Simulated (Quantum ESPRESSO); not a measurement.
## Band energies of Ge

```
CELL_PARAMETERS angstrom
      0.00000     2.83928     2.83928
      2.83928     0.00000     2.83928
      2.83928     2.83928     0.00000
ATOMIC_POSITIONS crystal
  Ge 0.00000 0.00000 0.00000
  Ge 0.25000 0.25000 0.25000
```

norm-conserving PBEsol (Quantum ESPRESSO, 78 Ry, with spin-orbit coupling); path ΓXWKΓLUWLK,UX; energies in eV from the Fermi level.

| k (1/Å) | point | band 28 | band 29 | band 30 | band 31 | band 32 | band 33 | band 34 | band 35 |
|---|---|---|---|---|---|---|---|---|---|
| 0.00 | Γ | 0.05 | 0.05 | 0.05 | 2.34 | 2.34 | 2.55 | 2.55 | 2.55 |
| 0.33 |  | -1.12 | 1.61 | 1.61 | 2.44 | 2.44 | 4.04 | 4.04 | 4.07 |
| 0.77 |  | -2.70 | 0.51 | 0.51 | 1.68 | 1.68 | 7.45 | 7.45 | 7.51 |
| 1.11 | X | -3.09 | 0.63 | 0.63 | 0.63 | 0.63 | 9.34 | 9.34 | 9.34 |
| 1.22 |  | -3.18 | 0.84 | 0.84 | 0.86 | 0.86 | 8.94 | 8.94 | 9.02 |
| 1.55 |  | -3.83 | 3.22 | 3.22 | 3.29 | 3.29 | 5.58 | 5.58 | 5.64 |
| 1.66 | W | -3.89 | 4.12 | 4.12 | 4.26 | 4.26 | 4.58 | 4.58 | 4.59 |
| 2.05 | K | -2.66 | 1.04 | 1.04 | 3.96 | 3.96 | 7.04 | 7.04 | 7.27 |
| 2.48 |  | -1.42 | 1.88 | 1.88 | 4.51 | 4.51 | 4.76 | 4.76 | 5.10 |
| 2.80 |  | -0.50 | 1.66 | 1.66 | 3.15 | 3.15 | 3.29 | 3.29 | 4.83 |
| 3.22 | Γ | 0.05 | 0.05 | 0.05 | 2.34 | 2.34 | 2.55 | 2.55 | 2.55 |
| 3.65 |  | -0.71 | 0.64 | 0.64 | 3.38 | 3.38 | 3.52 | 3.52 | 4.97 |
| 3.97 |  | -1.24 | 0.14 | 0.14 | 3.63 | 3.63 | 3.74 | 3.74 | 7.05 |
| 4.18 | L | -1.34 | 0.04 | 0.04 | 3.61 | 3.61 | 3.70 | 3.70 | 6.93 |
| 4.38 |  | -1.65 | 1.08 | 1.08 | 3.48 | 3.48 | 4.12 | 4.12 | 7.38 |
| 4.76 |  | -2.51 | 1.18 | 1.18 | 4.69 | 4.69 | 6.31 | 6.31 | 6.72 |
| 4.86 | U | -2.66 | 1.04 | 1.04 | 3.96 | 3.96 | 7.04 | 7.04 | 7.27 |
| 5.06 |  | -3.24 | 2.13 | 2.13 | 4.06 | 4.06 | 5.89 | 5.89 | 6.01 |
| 5.25 | W | -3.89 | 4.12 | 4.12 | 4.26 | 4.26 | 4.58 | 4.58 | 4.59 |
| 5.45 |  | -3.19 | 3.21 | 3.21 | 3.68 | 3.68 | 5.48 | 5.48 | 5.64 |
| 5.84 |  | -1.67 | 1.12 | 1.12 | 3.41 | 3.41 | 4.18 | 4.18 | 7.39 |
| 6.03 | L | -1.34 | 0.04 | 0.04 | 3.61 | 3.61 | 3.70 | 3.70 | 6.93 |
| 6.12 |  | -1.46 | 0.36 | 0.36 | 3.58 | 3.58 | 3.76 | 3.76 | 7.06 |
| 6.46 |  | -2.18 | 1.45 | 1.45 | 4.61 | 4.61 | 5.55 | 5.55 | 6.18 |
| 6.71 | K | -2.66 | 1.04 | 1.04 | 3.96 | 3.96 | 7.04 | 7.04 | 7.27 |
| 6.71 | U | -2.66 | 1.04 | 1.04 | 3.96 | 3.96 | 7.04 | 7.04 | 7.27 |
| 7.10 | X | -3.09 | 0.63 | 0.63 | 0.63 | 0.63 | 9.34 | 9.34 | 9.34 |

At this level the gap is closed or nearly so: along the path the highest valence and lowest conduction bands touch, or overlap by less than 0.6 eV, a zero-gap or semimetallic result; the valence top lies at Γ, the conduction bottom at L. Semilocal functionals close the gaps of some narrow-gap semiconductors, so this alone doesn't show that the compound has none.

Geometry relaxed with PBEsol.
